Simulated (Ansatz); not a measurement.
CdSe in space group P6_3mc (No. 186; Pearson symbol hP12), plane-wave PAW PBEsol (Ansatz code). The conduction-band minimum lies at Γ, with 1 equivalent valley. Second derivatives d²E/dk² of the lowest band at one valley (eV·Å²), along Cartesian directions:

```csv
direction,d²E/dk²
[100],151.5
[010],151.5
[001],152.4
[110],151.5
[101],152.0
[011],152.0
```

Q: Find the principal effective masses, the density-of-states mass and the conductivity mass.

A: Off-diagonal terms follow from H_xy = H[110] − (H_xx + H_yy)/2, and m*/mₑ = 7.620 eV·Å² over each eigenvalue: 0.050, 0.050, 0.050. One valley's DOS mass (m₁m₂m₃)^(1/3) = 0.050, conductivity mass 3/(Σ 1/mᵢ) = 0.050 mₑ.

Q: What effective density of states Nc follows at 300 K for parabolic valleys?

A: Nc = 2.509e19 × 1 × (0.050)^(3/2) ≈ 2.8e17 cm⁻³.

The cell is a constructed one: a structure type filled with these elements. Its sites differ from those of the usual phase in this space group: another stacking or structure type. The cell was relaxed with PBEsol under the symmetry of its start; whether a distortion lowers the energy is not shown. Spin–orbit coupling is left out wherever it is not named.

Potentials: the later of the program's two PAW sets.

Edges and masses are those of Kohn–Sham bands, whose gap is no quasiparticle gap.
